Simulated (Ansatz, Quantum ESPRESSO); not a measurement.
# Fitting the PBE energy curve of Be2Si

It takes space group Fm-3m (No. 225, cubic). The conventional cell has a = 5.280 Å, b = 5.280 Å, c = 5.280 Å, α = 90.00°, β = 90.00°, γ = 90.00°. Si (site symmetry m-3m) has 8 Be at 2.29 Å as nearest neighbours. Around Be (site symmetry -43m) lie 4 Si at 2.29 Å.

The cell comes from a database or a generator and needn't be the stable form of this composition.

The cell was scaled at fixed shape and fractions and run with Ansatz, Ansatz PAW, cutoff 420 eV; PBE, k mesh 9 × 9 × 9 on the cell of 3 atoms, fermi-dirac occupations of 0.05 eV, no spin polarisation, no spin-orbit coupling. Energies are those that the program minimises, any entropy of the smearing included. For a metal such a mesh isn't converged to the digits shown.

```csv
V (Å³/atom),energy over the lowest row (meV/atom)
11.5305,15.881
11.7758,7.012
12.0212,1.829
12.2665,0.000
12.5118,1.235
12.7572,?
13.0025,11.846
```

Task: Fit the third-order Birch-Murnaghan form, give V0, B0 and B′, and predict the energy left open.

Result: With y = (V0/V)^(2/3), E = E0 + (9 V0 B0/16) [(y - 1)³ B′ + (y - 1)² (6 - 4y)]. Least squares through the rows shown give V0 = 12.2865 Å³/atom, E0 = -0.010 meV, B0 = 99.34 GPa (1 eV/Å³ = 160.218 GPa) and B′ = 3.59, with a largest miss of 0.005 meV. At V = 12.7572 the form with these constants gives 5.267 meV; the run gave 5.267 meV an atom. Other set-ups at this level, from all their volumes (Å³/atom, GPa): Quantum ESPRESSO, SSSP 1.3 efficiency PBE: V0 12.304, B0 99.41.
